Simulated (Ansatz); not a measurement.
Moving the starting magnetic order in MnHg

```
CELL_PARAMETERS angstrom
3.28800 0.00000 0.00000
0.00000 3.28800 0.00000
0.00000 0.00000 3.31300
ATOMIC_POSITIONS crystal
Hg 0.00000 0.00000 0.00000
Mn 0.50000 0.50000 0.50000
```

Kept alike: task single point; functional PBE; k mesh 8 × 8 × 8; occupations fermi-dirac, width 0.05 eV. Program: Ansatz, Ansatz PAW, cutoff 420 eV. The mesh is that of the run's cell of 2 atoms. No spin-orbit coupling.

| starting magnetic order | largest site moment (μB) | moment of the cell (μB) | free energy over the lowest row (meV/atom) |
| --- | --- | --- | --- |
| fm | 3.85 | 3.88 | 0.00 |
| random | 3.85 | 3.88 | 0.00 |
| spin off | 0.00 | 0.00 | 686.27 |

For a metal such a mesh leaves the last digits unconverged. Moments of the cell are magnitudes, and a label names the start alone. The runs hold the magnetic state that their start led to, which needn't be the lowest. The row without spin has no moments by construction. Site moments count inside each atom's sphere or projector.

Task: What does the starting magnetic order change here?

Result: The largest site moment runs from 0.00 (spin off) to 3.85 μB (fm; random). The moment of the cell runs from 0.00 (spin off) to 3.88 μB (fm; random). The free energy is lowest at fm; random, and 686.27 meV an atom higher at spin off. Starts that end at one energy have found one state: fm; random.
